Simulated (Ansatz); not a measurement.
HfNi$_{2}$ (cubic Laves (MgCu2 type), Fd-3m) under volume change, r²SCAN in the plane-wave PAW code Ansatz, scaled uniformly.

| V (Å³/atom) | E − E(relaxed) (meV/atom) | P (GPa) |
|---|---|---|
| 12.265 | 78.0 | 22.42 |
| 12.669 | … | … |
| 13.074 | 7.7 | 6.29 |
| 13.478 | 0.0 | -0.01 |
| 13.882 | 7.0 | -5.38 |
| 14.287 | … | … |
| 14.691 | 56.7 | -13.84 |

### Question
Fill in the missing entries.

### Answer

- 14.287, E − E(relaxed) (meV/atom): 26.5
- 14.287, P (GPa): -9.95
- 12.669, E − E(relaxed) (meV/atom): 32.7
- 12.669, P (GPa): 13.71

### Question
What does a third-order Birch–Murnaghan fit give for V₀, B₀ and B′?

### Answer
V₀ = 13.48 Å³/atom, B₀ = 194 GPa, B′ = 4.4.

The workflow started from an entry of the Crystallography Open Database (COD). Its standing as an ambient phase is unchecked. The cell was relaxed with r²SCAN under the symmetry of its start; its stability against distortions is not shown here. The workflow began spin-polarised and lost its moments. Spin–orbit coupling is left out wherever it is not named.

Potentials: the later of the program's two PAW sets.
